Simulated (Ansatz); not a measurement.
GeSb4Te7: computed property card

GeSb$_{4}$Te$_{7}$:
```
GeSb4Te7
1.0
    4.27305     0.00000     0.00000
   -2.13653     3.70057     0.00000
    0.00000     0.00000    24.25439
Ge Sb Te
1 4 7
Direct
  0.00000   0.00000   0.50000
  0.66667   0.33333   0.91819
  0.33333   0.66667   0.08181
  0.33333   0.66667   0.34822
  0.66667   0.33333   0.65178
  0.33333   0.66667   0.84807
  0.66667   0.33333   0.15193
  0.00000   0.00000   0.72166
  0.00000   0.00000   0.27834
  0.66667   0.33333   0.43086
  0.33333   0.66667   0.56914
  0.00000   0.00000   0.00000
```

Space group P-3m1 (No. 164); conventional cell a = b = 4.2731 Å, c = 24.2544 Å, α = β = 90.00°, γ = 120.00°.

Method: the program Ansatz at the r²SCAN+D4 level (PAW). The cell and atoms are relaxed at this level. Other levels are named where they apply.

Cell and energy:

- Volume per atom = 31.96 Å³
- Density = 6.29 g/cm³
- Formation energy from the elements (no fitted shifts) = -0.11 eV/atom

Electronic structure:

- Band gap: 0.38 eV (indirect)
- Valence-band maximum: at A
- Conduction-band minimum: off the standard path, at k = (-0.070, 0.000, 0.251) in fractions of the reciprocal vectors
- Smallest direct gap on the standard path: 0.43 eV
- Electron effective mass: 0.074, 0.099, 0.23 mₑ (principal values)
- Hole effective mass: 0.066, 0.066, 0.33 mₑ (principal values)

Mechanics:

- Bulk modulus (Birch–Murnaghan fit) = 25.4 GPa
- Pressure derivative B′ = 12.5

The first step of the workflow began from a Materials Project structure, measured or hypothetical; the Crystallography Open Database copy checked does not list it. Whether it is the stable phase at ambient conditions was not checked. The cell was relaxed with r²SCAN+D4 under the symmetry of its start; whether a distortion lowers the energy is not shown. The references are the lowest solids computed at this level, not always the standard phases. Scalar-relativistic: spin–orbit coupling is off unless named, which matters more the heavier the elements.

Potentials: the later of the program's two PAW sets.
